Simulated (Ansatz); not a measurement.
A geometry of MgF2 away from equilibrium: step 12 of the relaxation of a generated cell, MgF2 placed in the AFLOW prototype A2B_oI12_72_j_a (C42, as in SiS2). Level of theory: PBE (plane waves to 420 eV, PAW, scalar-relativistic; Ansatz, an electronic-structure program). Γ-centred k-mesh 8×8×8 on the run's cell (coarser than for final values), Fermi–Dirac smearing 0.05 eV.

```xyz
6
Lattice="-2.3173 2.8198 2.5974 2.3173 -2.8198 2.5974 2.3173 2.8198 -2.5974" Properties=species:S:1:pos:R:3:forces:R:3 pbc="T T T" free_energy=-7089.068 pressure_GPa=8.2
F      1.2076     1.9919     2.5974   -0.0167   -0.0165    0.0000
F      1.1096    -0.8279     2.5974    0.0167   -0.0165    0.0000
F      1.2076     3.6477     0.0000   -0.0167    0.0165    0.0000
F      1.1096     0.8279     0.0000    0.0167    0.0165    0.0000
Mg     0.0000     0.0000     3.8962    0.0000    0.0000    0.0000
Mg     0.0000     0.0000     1.2987    0.0000    0.0000    0.0000
```

Positions in Å, forces in eV/Å, free energy of the cell in eV (comparable only within this code, potentials and settings). Largest force: 0.02 eV/Å, on F1, F2, F3, F4 (atoms numbered as listed); the geometry lies 0.08 eV/atom above the end of its relaxation.

No spin polarisation in the result. No dispersion correction is included, so spacings between layers, chains or molecules are soft and tend to come out too large.

The run could not lose the symmetry of its start, so the end can be a saddle point.

The end of the path is a generated cell of MgF2: the first start was made by placing the elements on the sites of a structure type, and the end was not matched to a known phase here, so it may be hypothetical. Known forms of MgF2 include space group No. 136.
